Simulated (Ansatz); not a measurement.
According to PBE (plane waves, PAW; program Ansatz), Ge in the tetragonal phase (I4/mmm; Ge on 8h) relaxes to a = 7.052 Å, c = 4.072 Å.

Electronic character: metallic (no gap).

The bulk modulus is 53.9 GPa.

The start of the workflow was typed in or built on a structure type; neither database checked (COD, Materials Project) lists it. It is not the phase usual at ambient conditions (space group No. 227). The cell was relaxed with PBE under the symmetry of its start; whether a distortion lowers the energy is not shown. The volume moved by 34 % from the start of the relaxation. Spin–orbit coupling is left out wherever it is not named.

Potentials: the later of the program's two PAW sets.
